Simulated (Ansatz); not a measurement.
Relaxed-ion elastic tensor of SiGe (wurtzite, P6_3mc) in GPa (Voigt order), PBEsol in the plane-wave PAW code Ansatz; density 3.94 g/cm³, 21.22 Å³ per atom.

```
 167  45.3  28.9   0.0   0.0   0.0
45.3   167  28.9   0.0   0.0   0.0
28.9  28.9   191   0.0   0.0   0.0
 0.0   0.0   0.0  44.9   0.0   0.0
 0.0   0.0   0.0   0.0  44.9   0.0
 0.0   0.0   0.0   0.0   0.0  60.9
```

Q: Is the crystal mechanically stable?

A: Yes: the smallest eigenvalue of C is 44.9 GPa.

Q: Work out the Voigt, Reuss and Hill averages.

A: K_V = 81.2, K_R = 81.2, K_H = 81.2; G_V = 58.3, G_R = 55.6, G_H = 57.0 GPa.

Q: Give Young's modulus, Poisson's ratio, Pugh's ratio and the universal anisotropy index.

A: E = 9KG/(3K + G) = 138 GPa; ν = 0.22; K/G = 1.43 (brittle by the Pugh limit of 1.75); A_U = 5G_V/G_R + K_V/K_R − 6 = 0.24.

Q: Estimate the sound speeds and the Debye temperature.

A: v_l = √((K + 4G/3)/ρ) = 6320 m/s, v_t = √(G/ρ) = 3800 m/s, mean 4200 m/s; Θ = (h/k)(3n/4πV)^(1/3) v_m = 452 K.

Q: How much does each axis shrink under pressure?

A: Linear compressibilities β_i = Σ_j S_ij (j = 1 to 3): x 4.2, y 4.2, z 4.0 per TPa.

The first step of the workflow began from a Materials Project structure, measured or hypothetical; the Crystallography Open Database copy checked does not list it. Its standing as an ambient phase is unchecked. The cell was relaxed with PBEsol under the symmetry of its start; whether a distortion lowers the energy is not shown.

Potentials: the earlier of the program's two PAW sets. The files were generated under PBE; for other functionals the program regenerates the frozen cores, and for LDA and PBEsol the local potential too.
